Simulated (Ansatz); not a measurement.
Given:

SnO$_{2}$:
Space group I4₁/amd, origin choice 1 (No. 141); a = 3.9991 Å, b = 3.9991 Å, c = 10.2042 Å, α = 90.00°, β = 90.00°, γ = 90.00°

```
atom  site  symmetry       x       y       z
----  ----  --------  ------  ------  ------
Sn      4a      -4m2  0.0000  0.0000  0.0000
O       8e      2mm.  0.0000  0.0000  0.2036
```
(The calculation used a cell of 6 atoms; values per cell refer to that cell.)

This is the r²SCAN-relaxed structure.

Task: All from plane-wave PAW r²SCAN (Ansatz code), unless another level is named. Give the formation energy from the elements (no fitted shifts).

Result: -1.76 eV/atom.

Task: And the gap with spin–orbit coupling?

Result: 2.33 eV.

Task: And the smallest direct gap on the standard path?

Result: 2.74 eV.

Space group I4_1/amd (anatase). The first step of the workflow began from a Materials Project structure, measured or hypothetical; the Crystallography Open Database copy checked does not list it. It is not the phase usual at ambient conditions (space group No. 136). The r²SCAN relaxation kept the symmetry of its start; its stability against distortions is not shown here. The references are the lowest solids computed at this level, not always the standard phases (solids in place of the gases). Scalar-relativistic: spin–orbit coupling is off unless named, which matters more the heavier the elements.

Potentials: the later of the program's two PAW sets.
